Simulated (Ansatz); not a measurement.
SnTe (rock salt) is sheared across one {100} plane: the third cell vector gains the shift, so faults repeat every 9.6 Å. The cut lies between planes 3.20 Å apart; the cell height is held.

```xyz
6
Lattice="4.5320 0.0000 0.0000 0.0000 4.5320 0.0000 2.2660 2.2660 9.6138" Properties=species:S:1:pos:R:3 pbc="T T T"
Te     1.8883     1.8883     8.0115
Te     1.8883     1.8883     1.6023
Te     4.1543     4.1543     4.8069
Sn     4.1543     4.1543     8.0115
Sn     4.1543     4.1543     1.6023
Sn     1.8883     1.8883     4.8069
```

In-plane vectors a = (4.532, 0.000) Å, b = (0.000, 4.532) Å, area 20.54 Å². The shift is s times the vector a (length 4.532 Å), so s = 1 restores the start. Atoms relax along the normal only. γ = [E(shift) − E(0)] / area.

These are PBE (plane waves to 420 eV, PAW, scalar-relativistic; Ansatz, a quantum-chemistry and plane-wave program) values and carry that method's errors. k mesh 9×9×9 (Γ-centred), Fermi-Dirac smearing 0.05 eV. E is the zero-smearing estimate. As the smearing reaches across the gap at some points, the k mesh leaves noise in γ, roughly 0.02 J/m² as judged from a few cases. Faults lie only 9.6 Å apart, and holding the cell height raises γ above its relaxed value. SnTe was relaxed with its symmetry unable to fall. Spin-orbit coupling is left out, though Te is heavy. The zero of γ is zero shift. The last digit holds for this mesh only.

```csv
s,γ (J/m²)
0.000,0.00
0.083,0.03
0.167,0.09
0.250,0.18
0.333,withheld
0.417,0.28
0.500,0.30
0.583,0.28
0.667,withheld
0.750,0.18
0.833,0.09
0.917,0.03
```

Problem. Fit a Fourier form (three harmonics of 1 − cos and sin) to the given rows and predict γ at s = 0.333.

Solution. Least squares on the 10 given rows: γ = (0.149)·[1 − cos(2πs)] + (0.015)·[1 − cos(4πs)] + (-0.001)·[1 − cos(6πs)], in J/m²; root-mean-square residual 0.004 J/m². At 0.333 the fit gives 0.25 J/m²; the calculation gives 0.24 J/m², so the interpolation is off by 0.01 (+4.2 %). 

(The slope of γ gives the shear force per area between the displaced halves; near zero shift its curvature is an elastic stiffness.)
